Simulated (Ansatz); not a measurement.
Structures of ZrMo$_{3}$: which is lowest?

Plane-wave DFT in Ansatz with scalar-relativistic PAW potentials, cutoff 500 eV, Γ-centred meshes chosen by cell and gap, Gaussian smearing with energies taken to zero width. Every cell was relaxed (cell and atoms) in a run of its own, within the symmetry of its start. Functional: r2SCAN.

Relaxed structures (starts from databases or built by putting these elements on another compound's sites):
A. Pm-3m, 4 atoms in the computed cell, a = 4.114 Å; sites (symmetry × multiplicity) Zr m-3m × 1, Mo 4/mm.m × 3; start: built
B. Pm-3n, 8 atoms in the computed cell, a = 5.176 Å; sites (symmetry × multiplicity) Zr m-3. × 2, Mo -4m.2 × 6; start: database

Task: Rank them by energy. Could pressure change the order?

Result:
```tsv
structure	group	E − E(lowest) (meV/atom)	V (Å³/atom)	gap on mesh (eV)
B	Pm-3n	0.0	17.33	0.00
A	Pm-3m	293	17.41	0.00
```

B is lowest, 293 meV/atom under A. The lowest is also the densest of these, so pressure wouldn't bring one of the others in at first order. Other structures may lie lower than all of these, and vibrations aren't counted.